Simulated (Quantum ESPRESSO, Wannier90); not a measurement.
## TlBr (rock salt), plane waves to Wannier functions

```xyz
2
Lattice="0.0000 3.3420 3.3420 3.3420 0.0000 3.3420 3.3420 3.3420 0.0000" Properties=species:S:1:pos:R:3 pbc="T T T"
Tl     0.0000     0.0000     0.0000
Br     3.3420     3.3420     3.3420
```

Materials Project entry mp-568560; symmetrised, unrelaxed at this level. Not found in the COD (Crystallography Open Database) copy used, which has the formula in other groups; not checked further. Computed values, not measurements, from PBEsol: Quantum ESPRESSO (norm-conserving PseudoDojo potentials, cutoff 50 Ry, spinors with spin-orbit coupling) on a Γ-centred 8×8×8 mesh, then Wannier90. Density: 8×8×8 mesh, cold smearing 0.01 Ry.

A tight-binding model is made by disentanglement and projection with no localisation steps (num_iter = 0), so the 16 orbitals stay atom-like: hydrogen-like Tl: s;p; Br: s;p, axes along x, y, z; frozen window up to 5.72 eV relative to the valence-band maximum. It follows pw.x to 1.6 meV rms for states up to 2.8 eV relative to the valence-band maximum. Matrix elements depend on this choice of orbitals and windows. Bands 3–6 (Tl 5d 100 %), 7–12 (Tl 5d 100 %) lie between the kept ones and are excluded.

Question: What are the on-site energies relative to the valence-band maximum, and how fast do the hoppings decay?

Answer: 
| atom | orbitals | energy (eV) |
|---|---|---|
| Tl1 | s↑ s↓ | -3.70 |
| Tl1 | pz↑ pz↓ px↑ px↓ py↑ py↓ | 3.71 |
| Br2 | s↑ s↓ | -13.62 |
| Br2 | pz↑ pz↓ px↑ px↓ py↑ py↓ | -1.40 |

```tsv
distance of the centres (Å)	largest modulus (eV)
3–4	1.2
4–5	0.21
5–6	0.0094
6–7	0.18
7–8	0.023
8–9	0.011
9–10	0.019
10–11	0.029
11–12	0.0019
12–13	0.0023
```

Effective spin-orbit constants λ of λ L·S, from the same-site elements px↑–py↑ (λ/2) and dx2-y2↑–dxy↑ (λ), where they are among the larger elements: Tl1 p 0.83 eV, Br2 p 0.32 eV.
